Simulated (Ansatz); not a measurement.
**YbAl$_{2}$Ge$_{2}$: settings compared (Ansatz)**

Launch command:

```bash
ansatz run input.yaml --threads 1 --pin off --max-ram 2560MiB --backend cpu --events-out ev --progress --plain --runs-dir out
```

The input file (Ansatz 0.2.0, plane waves):

```yaml
crystal:
  lattice:
    - [2.094358, 3.627531, 0.0]
    - [-2.094358, 3.627531, 0.0]
    - [0.0, 0.0, 7.071571]
  atoms:
    - { symbol: Yb, position: [0.0, 0.0, 0.0] }
    - { symbol: Ge, position: [0.3333, 0.3334, 0.74154] }
    - { symbol: Ge, position: [0.6667, 0.6666, 0.25846] }
    - { symbol: Al, position: [0.3333, 0.3334, 0.368] }
    - { symbol: Al, position: [0.6667, 0.6666, 0.632] }
  symmetry: { tolerance: 0.0003 }
kpoints:
  mp_grid: { grid: [5, 5, 3], shift: [0, 0, 0] }
magnetization:
  spin_polarized: false
scf:
  occupations: { method: fermi_dirac }
hamiltonian:
  pseudopotentials: { kind: paw }
  xc: r2scan
basis:
  ecutwfc: 500
output:
  forces: true
  stress: true
  eigenvalues: true
```

Origin of the cell: a database entry, scaled a little.

The smearing width isn't typed, so it takes its default of 0.1 eV.

Output of this run (shortened):

```
SCF iter   1: F=—  HF=-23494.980930 eV  Δρ=2.49e-2  dr2=7.01e-1  dr2_τ=1.78e-2
SCF iter   2: F=—  HF=-23496.833801 eV  Δρ=2.21e-1  dr2=5.43e1  dr2_τ=1.48e-2  recentre
SCF iter   3: F=—  HF=-23495.014024 eV  Δρ=1.96e-2  dr2=4.34e-1  dr2_τ=3.09e-3
SCF iter   4: F=—  HF=-23494.960773 eV  Δρ=8.36e-3  dr2=8.45e-2  dr2_τ=2.94e-4
SCF iter   5: F=—  HF=-23494.953894 eV  Δρ=3.65e-3  dr2=1.62e-2  dr2_τ=8.32e-5
[… 6 lines left out …]
SCF iter  12: F=—  HF=-23494.950682 eV  Δρ=4.55e-5  dr2=2.73e-6  dr2_τ=6.34e-8
SCF iter  13: F=—  HF=-23494.950682 eV  Δρ=3.69e-5  dr2=1.98e-6  dr2_τ=7.73e-9
SCF iter  14: F=—  HF=-23494.950682 eV  Δρ=1.73e-5  dr2=5.62e-7  dr2_τ=2.29e-9
SCF iter  15: F=—  HF=-23494.950682 eV  Δρ=4.52e-6  dr2=6.53e-8  dr2_τ=2.68e-10
SCF iter  16: F=-23494.950682 eV  HF=-23494.950682 eV  Δρ=2.40e-6  dr2=1.02e-8  dr2_τ=3.54e-10
SCF 1 converged in 16 iterations: F = -23494.950682 eV  dr2 = 1.02e-8
SCF converged after 16 iterations
Free energy (F): -23494.950682 eV
Harris-Foulkes:  -23494.950682 eV  (|F-HF|=6.81e-9)
Internal energy: -23494.841570 eV  (E = F + TS)
E sigma→0 (E₀):  -23494.896126 eV
Entropy (-TS):   -0.109112 eV (-21.822 meV/atom)
Fermi energy:    9.696006 eV
--- Per-component energies (eV) ---
  E_band       = -275.827147
  E_kinetic    = 625.952324
  E_local      = -12337.005103  (includes V_loc(G=0)·N_el)
  E_nonlocal   = 1400.464479
  E_hartree    = 5487.132007
  E_xc         = -374.298403
  E_vxc        = -429.511387  (∫ρ·V_xc dr)
  E_paw        = -12375.377528  (= ΣΔE_a)
  E_vpaw       = -534.176802  (= ΣTr[D̂ρ^β])
  E_aug_tail   = 0.000031  (compensation charges beyond the density's cutoff)
  E_vtau       = 24.184466  (kinetic-family band-sum trace: ∫τ·v_τ [+ j·A + Jᵃ·Aᵃ] dr)
  E_ewald      = -5920.266836
  E_core_change = -1.442541  (= ΣΔE_core)
  E_smearing   = -0.109112  (= −TS)
  Σ components = -23494.950682   (vs F -23494.950682, Δ=0.00e0)
--- Forces (eV/Å), atoms counted from 1 ---
  atom   1  Yb     0.000000     0.000000     0.000000
  atom   2  Ge     0.000000     0.000000    -0.070033
  atom   3  Ge     0.000000    -0.000000     0.070033
  atom   4  Al     0.000000     0.000000     0.048804
  atom   5  Al     0.000000     0.000000    -0.048804
  max |Σ_I F_I| component: 4.63e-17 eV/Å
--- Stress (GPa, compression-positive) ---
       -0.912850       0.000000       0.000000
       -0.000000      -0.912850       0.000000
        0.000000      -0.000000      -4.015522
  P = ⅓ Tr σ = -1.9471 GPa (-19.471 kbar)
```

The same input was run again with these changes:

1. `basis.ecutrho_ratio` default → 9
2. `basis.ecutwfc` 500 → "300 eV"; `scf.occupations.method` fermi_dirac → cold; `scf.occupations.width` default → 0.2; `hamiltonian.hubbard` default → { sites: [{ species: Yb, l: f, u_eff: 6.0 }], double_counting: fll }
3. `kpoints.mp_grid.grid` [5, 5, 3] → [6, 6, 4]
4. `accuracy` default → medium; `scf.occupations.method` fermi_dirac → tetrahedron_uncorrected

```
 run        end  SCF iterations  P (GPa)  max force component (eV/Å)  gap on mesh (eV)  moment (μB)  ΔE(σ→0) (meV/atom)
base  converged              16    -1.95                       0.070              none            –                   0
   1  converged              15    -1.95                       0.070              none            –                0.00
   2  converged              10    -0.65                       0.108                 –            –                   –
   3  converged              16    -1.90                       0.054              none            –               -6.35
   4  converged              22    -1.74                       0.067              none            –                6.99
```

Energies are compared only where functional, datasets, charge and starting cell are the same.

Not properties of the system: run 2 (too coarse or loose: `basis.ecutwfc` = "300 eV", `scf.occupations.width` = 0.2).

Caveats of the base run: f shells without a U or exact exchange are poorly placed; no spin polarisation, so a magnetic state may lie lower; no spin-orbit coupling, though heavy elements are present; the k mesh is coarse if the cell is a metal.

Run 2: the cutoff lies below the datasets' advice; wide smearing.

Time of the base run: 7.6 s of wall time on 1 CPU thread(s) of a shared host, from the program's own first density.
